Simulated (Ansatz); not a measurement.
The end point of a relaxation of CdS. Space group Fm-3m (No. 225), rock salt type. Calculation: r2SCAN (plane waves to 500 eV, PAW, scalar-relativistic; Ansatz, a program for electronic structure).

Space group Fm-3m (No. 225); a = b = c = 5.455 Å, α = β = γ = 90.00°

```tsv
atom	site	symmetry	x	y	z
S	4a	m-3m	0.0000	0.0000	0.0000
Cd	4b	m-3m	0.5000	0.5000	0.5000
```
(The calculation used a cell of 2 atoms; values per cell refer to that cell.)

For CdS, the volume per atom is 20.29 Å³ and the band gap comes out as 0.74 eV, indirect (valence top at k = (0, 0.2, -0.2), conduction bottom at X) (no spin-orbit coupling). The smallest direct gap comes out as 2.38 eV at Γ. The shortest distances is Cd–S 2.73 Å and the k-mesh is 10×10×10.

No spin polarisation in the result.

The run could not lose the symmetry of its start.

The relaxed structure has the type that CdS is known to take under pressure; here it was relaxed at zero pressure, from a generated start.
